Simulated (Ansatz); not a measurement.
Given:

ZnIn2O4:
```cif
data_In4O8Zn2
_chemical_formula_sum 'Zn2 In4 O8'
_space_group_name_H-M_alt 'P 1'
_space_group_IT_number 1
_cell_length_a 6.30892
_cell_length_b 6.30892
_cell_length_c 6.30892
_cell_angle_alpha 60.000
_cell_angle_beta 60.000
_cell_angle_gamma 60.000
loop_
_space_group_symop_operation_xyz
  'x, y, z'
loop_
_atom_site_label
_atom_site_type_symbol
_atom_site_fract_x
_atom_site_fract_y
_atom_site_fract_z
_atom_site_occupancy
Zn1 Zn 0.75000 0.75000 0.75000 1
Zn2 Zn 0.50000 0.50000 0.50000 1
In1 In 0.12500 0.12500 0.62500 1
In2 In 0.12500 0.62500 0.12500 1
In3 In 0.12500 0.12500 0.12500 1
In4 In 0.62500 0.12500 0.12500 1
O1 O 0.88065 0.88065 0.88065 1
O2 O 0.89196 0.36935 0.36935 1
O3 O 0.88065 0.88065 0.35804 1
O4 O 0.36935 0.89196 0.36935 1
O5 O 0.35804 0.88065 0.88065 1
O6 O 0.36935 0.36935 0.36935 1
O7 O 0.88065 0.35804 0.88065 1
O8 O 0.36935 0.36935 0.89196 1
```

This is the PBEsol-relaxed structure.

Question: All from plane-wave PAW PBEsol (Ansatz code), unless another level is named. Give the gap with spin–orbit coupling.

Answer: 1.27 eV.

Question: And the electron effective mass with spin–orbit coupling?

Answer: 0.18 mₑ (isotropic).

Question: And the weight of the conduction-edge state by species (Voronoi cells)?

Answer: O 52 %, In 27 %, Zn 21 %.

Question: Next, the valence-band maximum?

Answer: at L.

Space group Fd-3m (spinel). The first step of the workflow began from a Materials Project structure, measured or hypothetical; the Crystallography Open Database copy checked does not list it. Whether it is the stable phase at ambient conditions was not checked. The PBEsol relaxation kept the symmetry of its start; of distortions, only those at the zone centre were tested. Spin–orbit coupling is left out wherever it is not named.

Potentials: the later of the program's two PAW sets.
